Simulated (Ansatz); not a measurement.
Starting cell, BaTiO3 (cubic perovskite):

```
CELL_PARAMETERS angstrom
      3.99442     0.00000     0.00000
      0.00000     3.99442     0.00000
      0.00000     0.00000     3.99442
ATOMIC_POSITIONS crystal
  Ba 0.00000 0.00000 0.00000
  Ti 0.50000 0.50000 0.50000
  O  0.00000 0.50000 0.50000
  O  0.50000 0.50000 0.00000
  O  0.50000 0.00000 0.50000
```

Scan: atom 5 (O, nearest neighbour Ti at 1.997 Å; its periodic images, 4.0 Å or more away, move with it) is displaced along Cartesian z, direction (0.000, 0.000, 1.000) in Cartesian axes, by s. The other atoms stay.

These are r2SCAN (plane waves to 500 eV, PAW, scalar-relativistic; Ansatz, a quantum-chemistry and plane-wave program) values and carry that method's errors. k mesh 7×7×7 (Γ-centred), Fermi-Dirac smearing 0.05 eV. The energy includes the smearing's −TS. Stress and pressure are positive under compression. BaTiO3 is run without spin polarisation. BaTiO3 was relaxed with its symmetry unable to fall. The PAW data are Ansatz's earlier set. This is a high-temperature form of BaTiO3. ΔE is measured from the undisplaced structure.

**Question.** Predict the ΔE (meV/cell) and P (GPa) at s (Å) = -0.200, -0.160, -0.120, -0.040, 0.040, 0.080, 0.120, 0.160.

**Answer.** 
```json
[
 {"s (Å)": "-0.200", "ΔE (meV/cell)": "118.9", "P (GPa)": "0.17"},
 {"s (Å)": "-0.160", "ΔE (meV/cell)": "75.7", "P (GPa)": "0.10"},
 {"s (Å)": "-0.120", "ΔE (meV/cell)": "42.4", "P (GPa)": "0.05"},
 {"s (Å)": "-0.040", "ΔE (meV/cell)": "4.7", "P (GPa)": "0.01"},
 {"s (Å)": "0.040", "ΔE (meV/cell)": "4.7", "P (GPa)": "0.01"},
 {"s (Å)": "0.080", "ΔE (meV/cell)": "18.8", "P (GPa)": "0.02"},
 {"s (Å)": "0.120", "ΔE (meV/cell)": "42.4", "P (GPa)": "0.05"},
 {"s (Å)": "0.160", "ΔE (meV/cell)": "75.7", "P (GPa)": "0.10"}
]
```

(For displaced atoms, the force is minus the slope of the energy, and its curvature is a force constant, which sets phonon frequencies.)
